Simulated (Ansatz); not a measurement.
Input:

Nb3Si:
```cif
data_Nb24Si8
_chemical_formula_sum 'Nb24 Si8'
_space_group_name_H-M_alt 'I-4'
_space_group_IT_number 82
_space_group_name_Hall 'I -4'
_cell_length_a 10.20213
_cell_length_b 10.20213
_cell_length_c 5.11539
_cell_angle_alpha 90.000
_cell_angle_beta 90.000
_cell_angle_gamma 90.000
loop_
_atom_site_label
_atom_site_type_symbol
_atom_site_symmetry_multiplicity
_atom_site_Wyckoff_symbol
_atom_site_fract_x
_atom_site_fract_y
_atom_site_fract_z
_atom_site_occupancy
Nb1 Nb 8 g 0.08215 0.09434 0.26218 1
Nb2 Nb 8 g 0.14411 0.48961 0.01438 1
Nb3 Nb 8 g 0.30290 0.28363 0.24402 1
Si1 Si 8 g 0.29108 0.02116 0.01587 1
```
(The calculation used a cell of 16 atoms; values per cell refer to that cell.)

This is the PBEsol-relaxed structure.

Problem. All from PBEsol (plane waves, PAW; program Ansatz), unless another level is named. Estimate the electronic character.

Solution. metallic (no gap).

Problem. What about the density of states at the Fermi level?

Solution. 0.68 states/eV per atom (mean over ±0.08 eV).

Problem. Give the formation energy from the elements (no fitted shifts).

Solution. -0.43 eV/atom.

The first step of the workflow began from a Materials Project structure, measured or hypothetical; the Crystallography Open Database copy checked does not list it. COD files the formula under space group No. 86, 221. Whether it is the stable phase at ambient conditions was not checked. Symmetry was held in the PBEsol relaxation; whether a distortion lowers the energy is not shown. The run is not spin-polarised. The references are the lowest solids computed at this level, not always the standard phases. Scalar-relativistic: spin–orbit coupling is off unless named, which matters more the heavier the elements.

Potentials: the later of the program's two PAW sets.
